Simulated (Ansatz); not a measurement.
Sb2Ru in space group Pnnm (No. 58; Sb on 4g, Ru on 2a) under volume change, the program Ansatz at the LDA level (PAW), shape and atoms relaxed at each volume.

```tsv
V (Å³/atom)	E − E(relaxed) (meV/atom)	P (GPa)
18.764	[?]	[?]
19.383	35.4	9.74
20.001	8.3	4.45
20.620	0.0	-0.01
21.238	7.4	-3.73
21.857	[?]	[?]
22.476	59.7	-9.46
```

Question: What belongs in the gaps?

Answer: 
- 18.764, E − E(relaxed) (meV/atom): 84.9
- 18.764, P (GPa): 16.06
- 21.857, E − E(relaxed) (meV/atom): 28.0
- 21.857, P (GPa): -6.85

Question: What does a third-order Birch–Murnaghan fit give for V₀, B₀ and B′?

Answer: V₀ = 20.62 Å³/atom, B₀ = 135 GPa, B′ = 4.9.

The workflow started from a Materials Project entry (that database holds measured and hypothetical structures alike); the Crystallography Open Database files this formula in space group No. 58, but the cells were not matched. Its standing as an ambient phase is unchecked. Symmetry was held in the LDA relaxation; its stability against distortions is not shown here. No spin polarisation was allowed. Scalar-relativistic: spin–orbit coupling is off unless named, which matters more the heavier the elements.

Potentials: the later of the program's two PAW sets.
